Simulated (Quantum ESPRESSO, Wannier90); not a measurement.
## Ga₂AsP (R3m): Wannier90 run

Cell from Materials Project (mp-1224789), symmetrised, no further relaxation. Not found in the COD (Crystallography Open Database) copy used; not checked further. Level: PBEsol, spinors with spin-orbit coupling; pw.x of Quantum ESPRESSO at 68 Ry with PseudoDojo potentials, 4×4×4 k-points, Wannier90. Density: 10×10×10 mesh, cold smearing 0.01 Ry.

```
begin unit_cell_cart
ang
   -1.9651101380    3.4036706015    0.0000000000
   -3.9302202761    0.0000000000    0.0000000000
   -1.9651101380    1.1345568672    6.4172630000
end unit_cell_cart
mp_grid = 4 4 4
```

Question: Which shells of neighbouring k-points and which b-vectors and weights does Wannier90 pick for this cell and mesh?

Answer: 
```
 *---------------------------------- K-MESH ----------------------------------*
 +----------------------------------------------------------------------------+
 |                    Distance to Nearest-Neighbour Shells                    |
 |                    ------------------------------------                    |
 |          Shell             Distance (Ang^-1)          Multiplicity         |
 |          -----             -----------------          ------------         |
 |             1                   0.244777                      2            |
 |             2                   0.468658                      6            |
 |             3                   0.489502                      6            |
 |             4                   0.489553                      2            |
 |             5                   0.565243                      6            |
 |             6                   0.615967                      6            |
 |             7                   0.734296                      6            |
 |             8                   0.734330                      2            |
       ... (lines left out)
 +----------------------------------------------------------------------------+
 | The b-vectors are chosen automatically                                     |
 | The following shells are used:                       1,  2                 |
 +----------------------------------------------------------------------------+
 |                        Shell   # Nearest-Neighbours                        |
 |                        -----   --------------------                        |
 |                          1               2                                 |
 |                          2               6                                 |
 +----------------------------------------------------------------------------+
 | Completeness relation is fully satisfied [Eq. (B1), PRB 56, 12847 (1997)]  |
 +----------------------------------------------------------------------------+
 |                  b_k Vectors (Ang^-1) and Weights (Ang^2)                  |
 |                  ----------------------------------------                  |
 |            No.         b_k(x)      b_k(y)      b_k(z)        w_b           |
 |            ---        --------------------------------     --------        |
 |             1         0.000000    0.000000    0.244777     7.823379        |
 |             2         0.000000    0.000000   -0.244777     7.823379        |
 |             3        -0.399671   -0.230750   -0.081592     1.565071        |
 |             4         0.000000    0.461501   -0.081592     1.565071        |
 |             5        -0.399671    0.230750    0.081592     1.565071        |
 |             6         0.399671    0.230750    0.081592     1.565071        |
 |             7         0.000000   -0.461501    0.081592     1.565071        |
 |             8         0.399671   -0.230750   -0.081592     1.565071        |
```
